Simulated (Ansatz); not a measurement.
## Calculated ⁴⁷Ti nuclear quadrupole resonance for Li2Ti2S5

Cell: a Materials Project structure (computed, not necessarily an observed phase), atoms as given.

```cif
data_Li2Ti2S5
_symmetry_space_group_name_H-M 'C2/c'
_symmetry_Int_Tables_number 15
_cell_length_a 10.5505
_cell_length_b 6.2265
_cell_length_c 11.9177
_cell_angle_alpha 90.000
_cell_angle_beta 114.887
_cell_angle_gamma 90.000
loop_
_atom_site_label
_atom_site_type_symbol
_atom_site_symmetry_multiplicity
_atom_site_Wyckoff_symbol
_atom_site_fract_x
_atom_site_fract_y
_atom_site_fract_z
Li Li 8 f 0.6903 0.1342 0.8245
Ti Ti 8 f 0.5882 0.6609 0.9422
S9 S 8 f 0.7132 0.0011 0.5390
S11 S 8 f 0.5833 0.3958 0.6376
S12 S 4 e 0.5000 0.8561 0.7500
```

One atom of each set is listed; the run and its k-mesh use a cell of 18 atoms with edges of 6.13, 6.13, 11.92 Å.

Method: Kohn–Sham DFT in Ansatz, PBE, plane waves and PAW, scalar-relativistic, 420 eV cutoff, Γ-centred 6×6×3 k-points, Fermi–Dirac smearing 0.02 eV.

⁴⁷Ti: I = 5/2, Q = 302.0 mb (year-2017 value). Static lattice, zero field.

(1) Predict the zero-field ⁴⁷Ti lines of each site.

(2) And for ⁴⁹Ti (I = 7/2, Q = 247.0 mb) on Ti?

Results:

(1) For I = 5/2 and η = 0 the lines are 3|C_Q|/20 and twice that; η pulls their ratio below 2.

```json
{"site": "Ti", "atoms": "4", "V_zz (10²¹ V/m²)": "3.94", "C_Q (MHz)": "28.8", "η": "0.15", "line frequencies (MHz)": "4.43, 8.59"}
```

(2) C_Q scales with Q to 23.5 MHz, with lines at 1.82, 3.32, 5.03 MHz.

Hardware: 1 thread of Arm Neoverse V1 (aarch64; 8 cores open to the job, memory cap 2.5 GiB, no GPU), a shared host with a load of 0.8 a core. Wall time 80 s, CPU time 80 s, peak memory 0.99 GiB.
